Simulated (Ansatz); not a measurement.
A distorted cell of HfO2 (fluorite):

```
CELL_PARAMETERS angstrom
      0.00000     2.54906     2.54906
      2.54906     0.00000     2.54906
      2.54906     2.54906     0.00000
ATOMIC_POSITIONS crystal
  Hf 0.00000 0.00000 0.00000
  O  0.25000 0.25000 0.27441
  O  0.75000 0.75000 0.75000
```

Method: PBE (plane waves to 420 eV, PAW, scalar-relativistic; Ansatz, a first-principles code). k mesh 9×9×9 (Γ-centred), Fermi-Dirac smearing 0.05 eV. Energies are smeared free energies. Compression counts positive. HfO2 is run without spin polarisation. HfO2 was relaxed with its symmetry unable to fall. Spin-orbit coupling is left out, though Hf is heavy. The PAW data are Ansatz's earlier set. This is a high-temperature form of HfO2.

Problem. What forces act on the atoms (eV/Å, Cartesian)?

Solution. 
```csv
atom,Fx,Fy,Fz
Hf1,0.151,0.151,-0.084
O2,-0.661,-0.661,0.102
O3,0.509,0.509,-0.019
```

Problem. Give the stress tensor in GPa and the pressure.

Solution. 
```
   0.72     0.20    -2.06
   0.20     0.72    -2.06
  -2.06    -2.06     0.37
```
The pressure, a third of the trace, is 0.60 GPa.

Problem. In it atom 2 sits (0.062, 0.062, 0.000) Å away from its relaxed site. What is its energy relative to the relaxed cell?

Solution. 40.9 meV/cell.

(For displaced atoms, the force is minus the slope of the energy, and its curvature is a force constant, which sets phonon frequencies.)
